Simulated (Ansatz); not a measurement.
SrAg₅, a database entry at a rescaled volume

```yaml
crystal:
  lattice:
    - [5.71959, 0.00000, 0.00000]
    - [-2.85980, 4.95331, 0.00000]
    - [0.00000, 0.00000, 4.65529]
  atoms:
    - { symbol: Ag, position: [0.33330, 0.66670, 0.00000] }
    - { symbol: Ag, position: [0.66660, 0.33330, 0.00000] }
    - { symbol: Ag, position: [0.50000, 0.00000, 0.50000] }
    - { symbol: Ag, position: [0.50000, 0.50000, 0.50000] }
    - { symbol: Ag, position: [0.00000, 0.50000, 0.50000] }
    - { symbol: Sr, position: [0.00000, 0.00000, 0.00000] }
```

Single point in Ansatz 0.2.0 with r2SCAN, no spin polarisation. Cutoff 500 eV, PAW datasets, 7×7×7 Γ-centred k mesh, fermi-dirac filling (width 0.145 eV).

(1) Metal or insulator?

(2) How is the charge shared?

(3) Is it stable against the elements?

(4) Describe some of the short contacts.

Origin: a database entry at a rescaled volume.

Answers

(1) It is a metal, with about 2 states/eV a cell as the mean within 0.25 eV of the Fermi level.

(2) Bader charges in e: Sr +1.44, Ag -0.32 to -0.27. In the mean Sr gives up most and Ag takes most.

(3) -0.18 eV an atom against the elements' usual phases (free molecules for gases, crystals otherwise, with no correction for O₂ or N₂), so it is bound against them; other compounds may still compete. Relaxing would lower it.

(4) Ag–Ag at 2.85 Å: least valence density 0.23 e/Å³ and ELF 0.17 there. Ag–Sr at 3.30 Å: least valence density 0.09 e/Å³ and ELF 0.06 there. Both are smooth PAW fields, read partly inside the augmentation spheres.
